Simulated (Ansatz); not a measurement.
HfO2 with Au replacing Hf: field gradients at two levels of theory

Cell: a supercell of HfO2 (fluorite type, Fm-3m) built from a structure deposited in the COD, with the ions relaxed around the defect (PBE).

```cif
data_Hf7AuO16
_symmetry_space_group_name_H-M 'Fm-3m'
_symmetry_Int_Tables_number 225
_cell_length_a 10.2300
_cell_length_b 10.2300
_cell_length_c 10.2300
_cell_angle_alpha 90.000
_cell_angle_beta 90.000
_cell_angle_gamma 90.000
loop_
_atom_site_label
_atom_site_type_symbol
_atom_site_symmetry_multiplicity
_atom_site_Wyckoff_symbol
_atom_site_fract_x
_atom_site_fract_y
_atom_site_fract_z
Au Au 4 a 0.0000 0.0000 0.0000
Hf2 Hf 24 d 0.2500 0.2500 0.0000
Hf8 Hf 4 b 0.5000 0.5000 0.5000
O9 O 32 f 0.1315 0.1315 0.1315
O12 O 32 f 0.6233 0.3767 0.3767
```

One atom of each set is listed; the run and its k-mesh use a cell of 24 atoms with edges of 7.23, 7.23, 7.23 Å.

First run. Level of theory: DFT, PBE, plane waves and PAW, scalar-relativistic, 420 eV cutoff, Γ-centred 3×3×3 k-points, Fermi–Dirac smearing 0.01 eV, cell charge -1 (Ansatz 0.2.0).

| site | V_zz (10²¹ V/m²) | η |
| --- | --- | --- |
| Au | 0.00 | – |
| Hf2 | 7.90 | 0.16 |
| O9 | 4.09 | 0.00 |
| O12 | -0.10 | 0.00 |

Second run. The same atoms and settings, except that the functional is r2SCAN and the cutoff is 500 eV.

Problem. Given the first result, estimate the second.

Solution. 

```
site   V_zz     η  change of V_zz
  Au   0.00     –            0.00
 Hf2   7.86  0.20           -0.04
  O9   4.10  0.00           +0.01
 O12  -0.16  0.00           -0.06
```

The largest change of V_zz is on O12, from -0.10 to -0.16. The whole tensor moves most on Hf2, by 0.16 along its most changed direction. Other sites without a gradient aren't listed.

The run isn't spin-polarised, and a state with spin may lie lower. The defect repeats with the cell of 24 atoms, so it feels its images: sites between two images don't show the values beside a lone defect, and zeros or small values of η there can come from the images' arrangement. The relaxation keeps the site symmetry m-3m of the start, so the impurity can't leave its site; a distortion that would localise the partly filled state isn't explored. This high-symmetry form of HfO2 is unstable when cold, to shifts of the oxygen columns, towards the tetragonal form. The symmetry of the cell holds that distortion back, wholly or in part, and it would change the field gradients, the more the larger the distortion. A uniform background compensates the cell's charge. The defect cell has no gap above 0.1 eV on its mesh, so the values can hang on the smearing and the k-mesh. Without spin–orbit coupling the gradients at and beside Au and Hf can be off by some per cent, at some sites by more.
